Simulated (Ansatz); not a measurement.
Values for one crystal, relaxed and computed with plane-wave PAW PBEsol (Ansatz code); other levels are named.

Volume per atom: 18.07 Å³
Electronic character: metallic (no gap)
Zone-centre stability: no imaginary mode at Γ
Formation energy from the elements (no fitted shifts): -0.72 eV/atom
Elastic constants (relaxed ions, GPa): C11 = 263, C12 = 71.9, C13 = 64.4, C33 = 226, C44 = 68.6
Pressure derivative B′: 4.9
Gap with spin–orbit coupling: none (metallic)

Problem. Pick the material that matches.
A. TiC2, P-3m1 (Ti on 1a, C on 2d)
B. Zr2TlC, P6_3/mmc (Zr on 4f, Tl on 2c, C on 2a)
C. AlV2C, P6_3/mmc (Al on 2c, V on 4f, C on 2a)
D. WC, rock salt

Solution. B, Zr2TlC, P6_3/mmc (Zr on 4f, Tl on 2c, C on 2a)

The first step of the workflow began from a Materials Project structure, measured or hypothetical; the Crystallography Open Database copy checked does not list it. Whether it is the stable phase at ambient conditions was not checked. Symmetry was held in the PBEsol relaxation. The run is not spin-polarised. As this level gives no gap, shear constants depend on the k-mesh and smearing (Fermi–Dirac, 0.1 eV here). The references are the lowest solids computed at this level, not always the standard phases. Scalar-relativistic: spin–orbit coupling is off unless named, which matters more the heavier the elements.

Potentials: the earlier of the program's two PAW sets. The files were generated under PBE; for other functionals the program regenerates the frozen cores, and for LDA and PBEsol the local potential too.
